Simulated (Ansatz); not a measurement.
A relaxed structure of TiO2. Space group P4₂/mnm (No. 136), rutile type. Calculation: PBE (plane waves to 420 eV, PAW, scalar-relativistic; Ansatz, a program for electronic structure).

```cif
data_O4Ti2
_chemical_formula_sum 'Ti2 O4'
_space_group_name_H-M_alt 'P42/mnm'
_space_group_IT_number 136
_space_group_name_Hall '-P 4n 2n'
_cell_length_a 4.64353
_cell_length_b 4.64353
_cell_length_c 2.96370
_cell_angle_alpha 90.000
_cell_angle_beta 90.000
_cell_angle_gamma 90.000
loop_
_atom_site_label
_atom_site_type_symbol
_atom_site_symmetry_multiplicity
_atom_site_Wyckoff_symbol
_atom_site_fract_x
_atom_site_fract_y
_atom_site_fract_z
_atom_site_occupancy
Ti1 Ti 2 a 0.00000 0.00000 0.00000 1
O1 O 4 f 0.30512 0.30512 0.00000 1
```

```json
{
 "volume_per_atom": "10.65 Å³",
 "band_gap": "1.86 eV, direct at Γ (no spin-orbit coupling)",
 "shortest_distances": "O–Ti 1.96 Å; O–O 2.56 Å; Ti–Ti 2.96 Å",
 "k-mesh": "7×7×11"
}
```

Band energies at high-symmetry points (eV from the VBM; labels of this space group; no spin-orbit coupling), from −5 eV up to 2.9 eV:

```tsv
point	energies
Γ	-4.73 -3.70 -3.70 -2.50 -2.50 -1.88 -0.65 -0.42 -0.42 0.00 1.86 2.15 2.42 2.49 2.49
X	-4.82 -4.82 -3.65 -3.65 -3.12 -3.12 -2.96 -2.96 -1.54 -1.54 -0.71 -0.71 2.51 2.51
M	-3.77 -3.77 -2.76 -2.76 -2.11 -2.11 -1.23 -1.23 -1.03 -1.03 1.90 1.90 2.51 2.51
Z	-4.36 -4.36 -3.58 -3.58 -3.54 -3.54 -2.73 -2.73 -2.22 -2.22 -1.40 -1.40 2.91 2.91
R	-4.90 -4.90 -3.88 -3.88 -3.19 -3.19 -2.31 -2.31 -1.98 -1.98 -0.98 -0.98 1.91 1.91
A	-4.56 -4.56 -4.46 -4.46 -3.43 -3.43 -2.71 -2.71 -1.20 -1.20 -0.66 -0.66 2.56 2.56
```

No spin polarisation in the result.

Measured for TiO2: gap 3.45 eV (static lattice; corrected from measurement; as listed in Wei Chen et al., Physical Review Materials (2018)). Computed minus measured — gap: PBE -1.59 eV. The computed values are for a static lattice, and a measured gap can be an optical one, lowered by exciton binding.

The run could not lose the symmetry of its start.
